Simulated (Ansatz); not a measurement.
A relaxed cell of Cr (Im-3m (No. 229)), relaxed on a k-mesh at least as fine as the one used below. Level of theory: PBE (plane waves to 420 eV, PAW, scalar-relativistic; Ansatz, a first-principles code). Γ-centred k-mesh 16×8×16 on the run's cell (coarser than for final values), Fermi–Dirac smearing 0.05 eV.

```xyz
2
Lattice="-1.4240 1.4240 1.4240 2.8479 -2.8479 2.8479 1.4240 1.4240 -1.4240" Properties=species:S:1:pos:R:3 pbc="T T T"
Cr     0.0000     0.0000     0.0000
Cr     1.4240    -1.4240     1.4240
```

The atoms are displaced by (Å):

```json
[
 {"atom": "Cr1", "ux": "-0.100", "uy": "0.033", "uz": "0.135"},
 {"atom": "Cr2", "ux": "0.216", "uy": "-0.002", "uz": "-0.049"}
]
```

**Question.** What forces (eV/Å) and pressure result?

**Answer.** 
| atom | Fx | Fy | Fz |
|---|---|---|---|
| Cr1 | 2.17 | -0.09 | -0.37 |
| Cr2 | -2.17 | 0.09 | 0.37 |

Pressure +4.9 GPa.

**Question.** Estimate the energy cost of the displacement in the harmonic approximation and compare with the calculation.

**Answer.** For a harmonic well ΔE = −½ Σ F·u = 0.378 eV a cell, or 189 meV/atom. The calculated energy relative to the undisplaced cell is +0.22 eV/atom, so anharmonic terms matter at this amplitude.

No spin polarisation in the result: the starting moments vanished. A magnetic state may lie lower.

The run that gave the undisplaced cell could not lose the symmetry of its start; a randomly shaken copy of 2 atoms returns to this structure.
